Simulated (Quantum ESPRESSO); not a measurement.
Field gradients of ZnCdF4 from the PAW reconstruction of the field gradient on a scalar-relativistic PBE ground state (a modified build of Quantum ESPRESSO, JTH datasets). The input of pw.x:

```
&CONTROL
  calculation = 'scf'
  prefix = 'x'
  pseudo_dir = './pseudo'
  outdir = './out'
  tprnfor = .true.
/
&SYSTEM
  ibrav = 0
  nat = 6
  ntyp = 3
  ecutwfc = 45
  ecutrho = 180
  occupations = 'fixed'
  nbnd = 30
/
&ELECTRONS
  conv_thr = 1e-11
/
ATOMIC_SPECIES
Cd 112.414 Cd.GGA_PBE-JTH.UPF
Zn 65.380 Zn.GGA_PBE-JTH.UPF
F 18.998 F.GGA_PBE-JTH.UPF
CELL_PARAMETERS angstrom
    4.997018089000    -0.019917952000     0.000000000000
   -0.019917952000     4.997018089000     0.000000000000
    0.000000000000     0.000000000000     3.342119830000
ATOMIC_POSITIONS crystal
Cd     0.500000000000     0.500000000000     0.500000000000
Zn    -0.000000000000    -0.000000000000     0.000000000000
F      0.712656940200     0.712656940200     0.000000000000
F      0.287343059800     0.287343059800     0.000000000000
F      0.817660394900     0.182339605100     0.500000000000
F      0.182339605100     0.817660394900     0.500000000000
K_POINTS automatic
5 5 7 0 0 0
```
The cell was made here from a computed Materials Project entry: one of 2 Zn replaced by Cd, cell and atoms relaxed (PBE without dispersion, pw.x of Quantum ESPRESSO, symmetry kept). The parent is ZnF2 in P4₂/mnm; whether this form has been observed was not checked. The swapped cell is a model, not a known phase. Stability against distortions was not tested.

Vzz is the sum of three terms, each taken along its main axis: the smooth valence density, the ions (nucleus and frozen core) with the augmentation charges of all other spheres, and the all-electron minus smooth density in the atom's own sphere. The split hangs on the datasets.  Cores are frozen. Against all-electron runs on small test molecules, this scheme's |Vzz| missed by +4 % on Zn, −6 to +4 % (−29 % in KF) on F. Cd had no test against all-electron runs. Where η passes 0.9 the sign of Vzz means little.

```json
[
 {"site": "Zn (atom 2)", "smooth valence density": "0.142", "ions and other spheres": "-0.151", "own sphere": "?", "Vzz (a.u.)": "?"},
 {"site": "F1 (atoms 3, 4)", "smooth valence density": "0.109", "ions and other spheres": "-0.263", "own sphere": "?", "Vzz (a.u.)": "?"},
 {"site": "F2 (atoms 5, 6)", "smooth valence density": "0.063", "ions and other spheres": "-0.219", "own sphere": "?", "Vzz (a.u.)": "?"}
]
```

Task: Complete the blanks.

Result: 
- Zn (atom 2), own sphere: 0.387
- Zn (atom 2), Vzz (a.u.): 0.379
- F1 (atoms 3, 4), own sphere: -0.739
- F1 (atoms 3, 4), Vzz (a.u.): -0.893
- F2 (atoms 5, 6), own sphere: -0.757
- F2 (atoms 5, 6), Vzz (a.u.): -0.912
